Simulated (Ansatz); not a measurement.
# Structures of TlGa₃: which is lowest?

Plane-wave DFT in Ansatz with scalar-relativistic PAW potentials, cutoff 420 eV, Γ-centred meshes chosen by cell and gap, Gaussian smearing with energies taken to zero width. Every cell was relaxed (cell and atoms) in a run of its own, within the symmetry of its start. Functional: PBE.

Relaxed structures (starts from databases or built by putting these elements on another compound's sites):
A. P6_3/mmc, 8 atoms in the computed cell, a = 6.673 Å, c = 4.755 Å; sites (symmetry × multiplicity) Tl -6m2 × 2, Ga mm2 × 6; start: built
B. I4/mmm, 4 atoms in the computed cell, a = 4.298 Å, c = 9.675 Å; sites (symmetry × multiplicity) Tl 4/mmm × 2, Ga -4m2 × 4 + 4/mmm × 2; start: built

Rank them by energy. Could pressure change the order?

| structure | group | E − E(lowest) (meV/atom) | V (Å³/atom) | gap on mesh (eV) |
| --- | --- | --- | --- | --- |
| A | P6_3/mmc | 0.0 | 22.92 | 0.00 |
| B | I4/mmm | 25.1 | 22.34 | 0.00 |

A is lowest, 25 meV/atom under B. The two lowest differ in volume by under 3 %, too little for a first-order estimate of what pressure does to that pair (other pairs aren't weighed here); with rigid cells even 3 % in favour of the higher one would need about 6 GPa. Other structures may lie lower than all of these, and vibrations aren't counted.

Spin-orbit coupling is left out, which matters for the bands of heavy elements. For Tl, Pb and Bi spin-orbit coupling shifts energies too.